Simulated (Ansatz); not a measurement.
## Calculated 75As nuclear quadrupole resonance for CdGeAs2

Cell: a computed structure from the Materials Project (it need not be an observed phase), atoms as given.

Space group I-42d (No. 122); a = 5.9777, c = 11.3286 Å.

| site | Wyckoff | site symmetry | x | y | z |
| --- | --- | --- | --- | --- | --- |
| Cd | 4b | -4.. | 0.5000 | 0.0000 | 0.2500 |
| Ge | 4a | -4.. | 0.0000 | 0.0000 | 0.0000 |
| As | 8d | .2. | 0.2212 | 0.7500 | 0.1250 |

One atom of each set is listed; the run and its k-mesh use a cell of 8 atoms with edges of 7.07, 7.07, 7.07 Å.

Computed with Ansatz: DFT, PBE, plane waves and PAW, scalar-relativistic, 420 eV cutoff, Γ-centred 7×7×7 k-points, Fermi–Dirac smearing 0.02 eV.

75As: I = 3/2, Q = 311.0 mb (year-2017 value). Static lattice, zero field.

(1) At which frequencies do the 75As NQR lines lie?

Answers

(1) For I = 3/2 there is one line, ν = (|C_Q|/2)(1 + η²/3)^½.

```json
{"site": "As", "atoms": "4", "V_zz (10²¹ V/m²)": "-15.80", "C_Q (MHz)": "-119", "η": "0.74", "line frequencies (MHz)": "64.6"}
```

Without spin–orbit coupling (the program notes it for Cd) the gradients can shift somewhat, as the gap is small. With a gap of 0.15 eV under a smearing of 0.02 eV the band edges are partly filled, so small gradients can hang on the smearing and the k-mesh.

The run took 75 s of wall time (75 s of CPU time) and 0.74 GiB at its peak, on 1 thread of Arm Neoverse V2 (aarch64; 8 cores open to the job, memory cap 3.0 GiB, no GPU), a shared host with a load of 0.6 a core.
